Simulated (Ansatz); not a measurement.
Calculated with Ansatz: Na6ZnSn2, relaxation

Launch command:

```bash
ansatz run input.yaml --threads 2 --pin off --max-ram 2560MiB --backend cpu --events-out ev --progress --plain --runs-dir out
```

input.yaml:

```yaml
crystal:
  lattice:
    - [0.0, 5.504808, 0.0]
    - [5.067505, -2.752404, 0.0]
    - [1.315339, 0.0, -9.276848]
  atoms:
    - { symbol: Sn, position: [0.14474, 0.28948, 0.75097] }
    - { symbol: Sn, position: [0.85526, 0.71052, 0.24903] }
    - { symbol: Zn, position: [0.0, 0.0, 0.0] }
    - { symbol: Na, position: [0.4703, 0.9406, 0.7247] }
    - { symbol: Na, position: [0.5297, 0.0594, 0.2753] }
    - { symbol: Na, position: [0.2926, 0.5852, 0.0705] }
    - { symbol: Na, position: [0.7074, 0.4148, 0.9295] }
    - { symbol: Na, position: [0.1736, 0.3472, 0.4092] }
    - { symbol: Na, position: [0.8264, 0.6528, 0.5908] }
  symmetry: { tolerance: 0.0003 }
kpoints:
  mp_grid: { grid: [4, 4, 3], shift: [0, 0, 0] }
magnetization:
  spin_polarized: false
scf:
  occupations: { method: fermi_dirac }
  lower_state_search: "off"
hamiltonian:
  pseudopotentials: { kind: paw }
  xc: r2scan
basis:
  ecutwfc: 500
  fft_grid_basis: typed
relax:
  max_steps: 40
  cell: { p_target: 0.0 }
output:
  forces: true
  stress: true
  eigenvalues: true
  bader: false
  populations: true
  elf: true
  write_potential: true
  volumetric_format: npy
  dos:
    e_range: [-12, 8]
    de: 0.05
    projected: { site_lists: { Na: [Na], Sn: [Sn], Zn: [Zn] } }
  write_density: true
checkpoint:
  read: saved_state
```

Origin of the cell: a database entry, scaled a little.

The smearing width isn't typed, so it takes its default of 0.1 eV.

The saved state is a converged single point of the same cell.

Steps («new basis» is an SCF on plane waves selected anew at the same cell):

```json
{"step": "1", "ΔF (meV/atom)": "0.0", "max force component (eV/Å)": "0.051", "P (GPa)": "-0.51", "volume (Å³)": "258.78", "SCF iterations": "6", "step was": "accepted"}
{"step": "2", "ΔF (meV/atom)": "-1.0", "max force component (eV/Å)": "0.025", "P (GPa)": "-0.25", "volume (Å³)": "255.64", "SCF iterations": "6", "step was": "accepted"}
{"step": "3", "ΔF (meV/atom)": "-1.4", "max force component (eV/Å)": "0.013", "P (GPa)": "0.02", "volume (Å³)": "252.22", "SCF iterations": "7", "step was": "accepted"}
{"step": "4", "ΔF (meV/atom)": "-1.4", "max force component (eV/Å)": "0.007", "P (GPa)": "0.00", "volume (Å³)": "252.47", "SCF iterations": "7", "step was": "accepted"}
{"step": "5", "ΔF (meV/atom)": "-1.3", "max force component (eV/Å)": "0.007", "P (GPa)": "0.00", "volume (Å³)": "252.47", "SCF iterations": "6", "step was": "new basis"}
```

The starting structure.

Space group C2/m (No. 12); the run's cell has a = 5.505 Å, b = 5.767 Å, c = 9.370 Å, α = 82.91°, β = 90.00°, γ = 118.51°. Shortest distances: Sn–Zn 2.58 Å, Na–Zn 3.13 Å, Na–Sn 3.17 Å, Na–Na 3.22 Å.

After:

Space group C2/m (No. 12); the run's cell has a = 5.447 Å, b = 5.714 Å, c = 9.326 Å, α = 82.73°, β = 90.00°, γ = 118.47°. Shortest distances: Sn–Zn 2.56 Å, Na–Zn 3.10 Å, Na–Sn 3.16 Å, Na–Na 3.19 Å.

```yaml
crystal:
  lattice:
    - [0.00000, 5.44666, 0.00000]
    - [5.02275, -2.72333, -0.01056]
    - [1.32306, 0.00000, -9.23158]
  atoms:
    - { symbol: Sn, position: [0.14472, 0.28945, 0.75076] }
    - { symbol: Sn, position: [0.85528, 0.71055, 0.24924] }
    - { symbol: Zn, position: [0.00000, 0.00000, 0.00000] }
    - { symbol: Na, position: [0.46982, 0.93964, 0.72766] }
    - { symbol: Na, position: [0.53018, 0.06036, 0.27234] }
    - { symbol: Na, position: [0.29311, 0.58622, 0.06904] }
    - { symbol: Na, position: [0.70689, 0.41378, 0.93096] }
    - { symbol: Na, position: [0.17403, 0.34806, 0.40858] }
    - { symbol: Na, position: [0.82597, 0.65194, 0.59142] }
```

| Item | Value |
| --- | --- |
| Free energy lowered by | 1.3 meV/atom |
| Volume change | -2.44 % |
| Final pressure | 0.00 GPa |
| Relaxation steps listed | 5 |
| Formation energy (elements under the same functional, gases as molecules, uncorrected) | -0.222 eV/atom |

Caveats: the k mesh is coarse if the cell is a metal; the relaxation held the start's symmetry, so the end may be a saddle point.

The run took 85 s on 2 threads of Arm Neoverse V2, with other jobs on the host, peak memory 1.3 GiB, from a saved density.
